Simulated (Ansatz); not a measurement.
TiAl (CuAu type, space group P4/mmm)

```
TiAl
1.0
    2.79729     0.00000     0.00000
    0.00000     2.79729     0.00000
    0.00000     0.00000     4.03230
Al Ti
1 1
Direct
  0.50000   0.50000   0.50000
  0.00000   0.00000   0.00000
```

Two coordinates are scanned: the volume, and the ratio of the stretch along z (the conventional c axis) to the stretch across it. Atoms keep their fractional coordinates.

Calculation: PBEsol (plane waves to 420 eV, PAW, scalar-relativistic; Ansatz, a program for electronic structure). k mesh 17×17×12 (Γ-centred), Fermi-Dirac smearing 0.05 eV. The energy includes the smearing's −TS. With partly filled bands, the response to shear is sensitive to the k mesh, so small differences along c/a are uncertain. TiAl is run without spin polarisation. TiAl was relaxed with its symmetry unable to fall. The zero of ΔE is the relaxed starting cell.

What ΔE (meV/atom) does the calculation give at all points of the grid V/V₀ = 0.960, 0.973, 0.987, 1.000, 1.013, 1.027, 1.040 by (c/a)/(c/a)₀ = 0.920, 0.947, 0.973, 1.000, 1.027, 1.053, 1.080?

ΔE (meV/atom), with V/V₀ across and (c/a)/(c/a)₀ down:

```
(c/a)/(c/a)₀ \ V/V₀  0.960  0.973  0.987  1.000  1.013  1.027  1.040
-------------------  -----  -----  -----  -----  -----  -----  -----
0.920                   25     20     17     16     17     20     25
0.947                   17     11      8      7      8     12     17
0.973                   12      6      3      2      3      6     11
1.000                   10      4      1      0      1      4      9
1.027                   12      6      3      2      3      6     11
1.053                   18     12      9      8      9     12     17
1.080                   28     22     19     17     18     21     26
```

(Under strain, the slope of the energy per volume gives the stress and its curvature an elastic modulus.)
